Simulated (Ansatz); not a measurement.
Rb₂NaRhF₆:
Space group Fm-3m (No. 225); a = 8.468 Å, b = 8.468 Å, c = 8.468 Å, α = 90.00°, β = 90.00°, γ = 90.00°

```csv
atom,site,symmetry,x,y,z
Rb,8c,-43m,0.2500,0.2500,0.2500
Na,4b,m-3m,0.5000,0.5000,0.5000
Rh,4a,m-3m,0.0000,0.0000,0.0000
F,24e,4m.m,0.0000,0.0000,0.2347
```
(The calculation used a cell of 10 atoms; values per cell refer to that cell.)

Relaxed with r²SCAN. Plane-wave PAW r²SCAN (Ansatz code) gives a gap of 2.60 eV.

What gap does HSE06 give on the same cell (Ansatz, PAW)?

4.49 eV, 1.89 eV more. The hybrid was solved on a coarser mesh and at special points; its gap is the smallest among all of these.

```
k  v1 r²SCAN  c1 r²SCAN  v1 HSE06  c1 HSE06
-  ---------  ---------  --------  --------
Γ      -0.16       3.01         …         …
X       0.00       2.60      0.00      4.49
L      -0.08       2.93         …         …
W       0.00       2.71         …         …
K      -0.02       2.70         …         …
```

Top valence (v1) and lowest conduction level (c1) in eV from each method's valence maximum (which need not be a listed point): supply the withheld HSE06 values.


- L, v1 HSE06: -0.08
- L, c1 HSE06: 4.85
- K, v1 HSE06: -0.02
- K, c1 HSE06: 4.60
- Γ, v1 HSE06: -0.16
- Γ, c1 HSE06: 4.94
- W, v1 HSE06: 0.00
- W, c1 HSE06: 4.61

Cost on shared cores: the r²SCAN run (SCF on a 6×6×6 mesh, then bands and DOS) about 90 core-seconds (a rough figure), the HSE06 run (SCF on 4×4×4, then a few points) about 4 core-minutes (a rough figure); the tasks are unlike.

The workflow started from a Materials Project entry (that database holds measured and hypothetical structures alike); the Crystallography Open Database files this formula in space group No. 225, but the cells were not matched. Whether it is the stable phase at ambient conditions was not checked. The r²SCAN relaxation kept the symmetry of its start; its stability against distortions is not shown here. No spin polarisation was allowed. Spin–orbit coupling is left out wherever it is not named.

Potentials: the later of the program's two PAW sets.
